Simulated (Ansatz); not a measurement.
A distorted cell of Zr (hcp, Mg type):

```
CELL_PARAMETERS angstrom
      3.24591     0.00000     0.00000
     -1.62295     2.81104     0.00000
      0.00000     0.00000     5.15116
ATOMIC_POSITIONS crystal
  Zr 0.33333 0.66667 0.75000
  Zr 0.37277 0.23847 0.25000
```

Computed with r2SCAN (plane waves to 500 eV, PAW, scalar-relativistic; Ansatz, a program for electronic structure). k mesh 13×13×7 (Γ-centred), Fermi-Dirac smearing 0.05 eV. Energies are smeared free energies. Stress and pressure are positive under compression. With partly filled bands, energies and forces of such displacements shift with the k mesh and the smearing. The PAW data are Ansatz's earlier set. Zr is run without spin polarisation. Zr was relaxed with its symmetry unable to fall.

What forces act on the atoms (eV/Å, Cartesian)?


```tsv
atom	Fx	Fy	Fz
Zr1	-0.171	-0.008	0.000
Zr2	0.171	0.008	0.000
```

What is the stress tensor (GPa)?


```
   -3.3     -1.1      0.0
   -1.1     -2.8      0.0
    0.0      0.0      0.4
```
The pressure, a third of the trace, is -1.9 GPa.

In it atom 2 sits (-0.800, -0.267, 0.000) Å away from its relaxed site. What is its energy relative to the relaxed cell?

215 meV/cell.

(For displaced atoms, the force is minus the slope of the energy, and its curvature is a force constant, which sets phonon frequencies.)
